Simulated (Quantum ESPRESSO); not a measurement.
## Band energies of SrAlGeH at +2 % biaxial strain

```
CELL_PARAMETERS angstrom
      4.31692     0.00000     0.00000
     -2.15846     3.73857     0.00000
      0.00000     0.00000     4.75243
ATOMIC_POSITIONS crystal
  H  0.00000 0.00000 0.09633
  Al 0.00000 0.00000 0.46605
  Ge 0.66667 0.33333 0.55997
  Sr 0.33333 0.66667 0.00685
```

PBEsol (Quantum ESPRESSO, PseudoDojo norm-conserving, 78 Ry, no spin-orbit coupling); path ΓMKΓALHA,LM,KH; energies in eV from the valence-band maximum.

| k (1/Å) | point | band 10 | band 11 | band 12 | band 13 | band 14 | band 15 | band 16 | band 17 |
|---|---|---|---|---|---|---|---|---|---|
| 0.00 | Γ | -9.97 | -4.53 | -1.28 | -0.94 | -0.94 | 0.90 | 2.86 | 2.86 |
| 0.60 |  | -8.79 | -5.91 | -2.90 | -1.59 | -0.83 | 0.76 | 2.34 | 3.07 |
| 0.84 | M | -8.26 | -6.56 | -3.08 | -1.71 | -0.66 | 0.52 | 2.27 | 2.91 |
| 1.20 |  | -8.05 | -6.44 | -3.68 | -2.46 | -0.62 | 1.06 | 2.67 | 3.60 |
| 1.33 | K | -7.99 | -6.45 | -3.82 | -2.48 | -0.62 | 1.02 | 2.89 | 3.57 |
| 1.76 |  | -8.99 | -5.57 | -2.70 | -2.16 | -0.86 | 2.06 | 2.20 | 2.47 |
| 2.30 | Γ | -9.97 | -4.53 | -1.28 | -0.94 | -0.94 | 0.90 | 2.86 | 2.86 |
| 2.85 |  | -9.35 | -5.96 | -0.50 | -0.50 | -0.14 | 1.19 | 1.62 | 1.62 |
| 2.96 | A | -9.29 | -6.06 | -0.46 | -0.46 | 0.00 | 1.08 | 1.57 | 1.57 |
| 3.38 |  | -8.91 | -5.61 | -3.30 | -1.50 | -1.08 | 1.25 | 3.05 | 3.52 |
| 3.80 | L | -8.30 | -5.80 | -4.21 | -2.06 | -1.67 | 1.13 | 3.53 | 4.68 |
| 3.89 |  | -8.28 | -5.82 | -4.19 | -2.19 | -1.64 | 1.36 | 3.37 | 4.68 |
| 4.28 | H | -8.03 | -6.10 | -4.05 | -3.00 | -1.35 | 2.17 | 3.74 | 4.70 |
| 4.38 |  | -8.08 | -6.04 | -4.06 | -2.95 | -1.38 | 2.27 | 3.53 | 4.65 |
| 4.86 |  | -8.96 | -5.65 | -3.04 | -1.65 | -0.90 | 1.70 | 2.85 | 3.09 |
| 5.25 | A | -9.29 | -6.06 | -0.46 | -0.46 | 0.00 | 1.08 | 1.57 | 1.57 |
| 5.25 | L | -8.30 | -5.80 | -4.21 | -2.06 | -1.67 | 1.13 | 3.53 | 4.68 |
| 5.72 |  | -8.27 | -6.45 | -3.27 | -1.78 | -0.83 | 0.45 | 2.36 | 3.36 |
| 5.91 | M | -8.26 | -6.56 | -3.08 | -1.71 | -0.66 | 0.52 | 2.27 | 2.91 |
| 5.91 | K | -7.99 | -6.45 | -3.82 | -2.48 | -0.62 | 1.02 | 2.89 | 3.57 |
| 6.10 |  | -7.99 | -6.40 | -3.69 | -2.86 | -0.81 | 1.65 | 3.30 | 3.70 |
| 6.57 | H | -8.03 | -6.10 | -4.05 | -3.00 | -1.35 | 2.17 | 3.74 | 4.70 |

The PBEsol gap is 0.39 eV; at least one edge lies off the plotted path, at a point of the SCF mesh. The smallest direct gap is 1.08 eV.

Spin-orbit splittings are left out.

Geometry strained from the cell relaxed with PBEsol, atoms relaxed again.

The structure is a Materials Project entry; no match was found in the copy of COD used, and its stability was not checked.
